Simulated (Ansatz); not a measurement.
Generalised stacking fault of V (bcc, W type) on the {211} plane. The cell below holds the perfect crystal with the plane normal along z; tilting its third vector by the shift puts one fault into each cell, between planes 1.21 Å apart, at fixed cell height.

```
V
1.0
    2.56229     0.00000     0.00000
    0.00000     4.18421     0.00000
    0.00000     0.00000     7.24726
V
6
Cartesian
  0.00000   0.00000   6.64332
  1.70820   2.09210   0.60394
  0.85410   0.00000   1.81182
  0.00000   2.09210   3.01969
  1.70820   4.18421   4.22757
  0.85410   2.09210   5.43545
```

In-plane vectors a = (2.562, 0.000) Å, b = (0.000, 4.184) Å, area 10.72 Å². The shift is s times the vector a (length 2.562 Å), so s = 1 restores the start. Atoms relax along the normal only. γ = [E(shift) − E(0)] / area.

The numbers are results of PBEsol (plane waves to 420 eV, PAW, scalar-relativistic; Ansatz, an electronic-structure program), not measurements. k mesh 15×9×6 (Γ-centred), Fermi-Dirac smearing 0.05 eV. Energies are extrapolated to zero smearing. Compression counts positive. With partly filled bands, the k mesh leaves noise in γ, roughly 0.02 J/m² as judged from a few cases. Faults lie only 7.2 Å apart, and holding the cell height raises γ above its relaxed value. V is run without spin polarisation. V was relaxed with its symmetry unable to fall. The zero of γ is zero shift.

```tsv
s	γ (meV/Å²)	σ normal to the fault (GPa)
0.000	0	0.1
0.083	5	1.1
0.167	18	2.5
0.250	33	3.8
0.333	44	4.4
0.417	52	4.4
0.500	54	3.7
0.583	50	2.6
0.667	42	1.8
0.750	31	0.9
0.833	17	0.0
0.917	5	-0.4
```

Read from the data:

The highest computed γ on the line is 0.87 J/m². The steepest slope dγ/d(shift) before the first maximum (spline) is 12 GPa. Position of the highest point: s = 0.500. Local minima between the ends: no computed point is one.

(The slope of γ gives the shear force per area between the displaced halves; near zero shift its curvature is an elastic stiffness.)
